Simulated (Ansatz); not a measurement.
# Ta$_{3}$Ru$_{2}$ (P4/mmm), rigid cleavage

These are results of Ansatz, DFT PBEsol, scalar-relativistic, plane waves, PAW, not measurements. Settings: plane waves to 420 eV, k-mesh 12×12×3 (Γ-centred), Gaussian smearing 0.15 eV. Spin–orbit coupling is left out, which can shift energies with elements as heavy as these. No spin polarisation. Energies are free energies at this smearing, counted from the undisturbed cell; pressure is positive in compression.

The starting cell (relaxed at this level; it needn't be the usual structure):

```
CELL_PARAMETERS angstrom
-3.18895 0.00000 0.00000
0.00000 -3.18895 0.00000
0.00000 0.00000 15.63590
ATOMIC_POSITIONS crystal
Ta 0.00000 0.00000 0.84281
Ta 0.00000 0.00000 0.05239
Ta 0.00000 0.00000 0.25235
Ta 0.00000 0.00000 0.44760
Ta 0.00000 0.00000 0.64285
Ta 0.50000 0.50000 0.94760
Ru 0.50000 0.50000 0.15637
Ru 0.50000 0.50000 0.35019
Ru 0.50000 0.50000 0.54501
Ru 0.50000 0.50000 0.73883
```

The cut lies on the cell's a–b face, a (0 0 1) plane (indices in the standard cell, whose axes needn't be the Cartesian ones shown) of area 10.17 Å², between layers 1.64 Å apart. Vector c is lengthened by d along the normal with the atoms' Cartesian places fixed: one unrelaxed cut a cell. The cell is metallic on the mesh throughout.

| d (Å) | energy (J/m²) | traction dE/dd (GPa) |
| --- | --- | --- |
| -0.30 | 0.84 | -62.4 |
| -0.15 | 0.19 | -26.5 |
| 0.00 | 0.00 | 0.0 |
| 0.25 | 0.37 | 25.7 |
| 0.50 | 1.16 | 36.3 |
| 0.75 | 2.11 | 38.2 |
| 1.00 | 3.03 | 34.7 |
| 1.50 | 4.61 | 27.9 |
| 2.00 | 5.78 | 19.0 |
| 3.00 | 7.05 | 7.6 |
| 4.50 | 7.60 | 1.2 |
| 6.00 | 7.66 | 0.1 |

Cost: 12 runs of about 6.3 core-minutes in all, on Intel Xeon 6975P-C (Granite Rapids) (shared hosts).